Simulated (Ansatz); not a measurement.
Theory: DFT PBE, scalar-relativistic, plane waves, PAW (Ansatz). Settings: cutoff 420 eV, Γ-centred meshes spaced at most about 0.3 Å⁻¹, and about 0.25 Å⁻¹ or finer for metals (2π included), Gaussian smearing. Collinear spin in cells that started with moments and kept them past the coarse steps, no spin elsewhere.

Temperature and zero-point effects are left out. All come from trial cells, and lower structures may exist.

Task: These unrelaxed guesses for ZrCl₅ are each relaxed within their symmetry. Order them by the energy at which they end, lowest first.
A.

```
Zr Cl
1.0
     5.55879    0.00000    0.00000
     0.00000    5.55879    0.00000
     0.00000    0.00000    5.55879
Zr Cl
1 5
Direct
  0.00000 0.00000 0.00000
  0.78282 0.78282 0.78282
  0.21718 0.21718 0.78282
  0.21718 0.78282 0.21718
  0.78282 0.21718 0.21718
  0.50000 0.50000 0.50000
```

B.

```
Zr Cl
1.0
     3.43833    1.98512    3.95017
    -3.43833    1.98512    3.95017
     0.00000   -3.97024    3.95017
Zr Cl
1 5
Cartesian
  0.0000 0.0000 5.9253
  0.0000 0.0000 8.4954
  0.0000 0.0000 3.3551
  -1.7192 -0.9926 3.9502
  1.7192 -0.9926 3.9502
  0.0000 1.9851 3.9502
```

C.

```
Zr Cl
1.0
     5.04384    0.00000    0.00000
    -2.52192    4.36809    0.00000
     0.00000    0.00000    8.85191
Zr Cl
1 5
Direct
  0.00000 0.00000 0.50000
  0.33333 0.66667 0.00000
  0.66667 0.33333 0.00000
  0.33333 0.66667 0.50000
  0.66667 0.33333 0.50000
  0.00000 0.00000 0.00000
```

D.

```
Zr Cl
1.0
     6.16144    0.00000    0.00000
    -3.08072    5.33597    0.00000
     0.00000    0.00000    5.64940
Zr Cl
1 5
Cartesian
  0.0000 0.0000 0.0000
  1.9287 0.0000 2.8247
  2.1163 3.6656 2.8247
  -0.9644 1.6703 2.8247
  0.0000 3.5573 0.0000
  3.0807 1.7787 0.0000
```

Result: A (ends in P-43m, 0 meV/atom), D (ends in P-62m, 198 meV/atom), B (ends in R-3m, 0.43 eV/atom), C (ends in P6/mmm, 0.95 eV/atom).

Weakly bound directions are ill-defined at this level, which has no dispersion term (P-43m, P-62m), and this can change margins and order among such cells. In R-3m an odd number of electrons in the primitive cell allows no gap without spin; a larger cell or a magnetic state could open one. Another magnetic order may lie lower. Cells relaxed within their symmetry can be saddle points. Some candidate types were left out of the draw beforehand, so a known form may be missing.
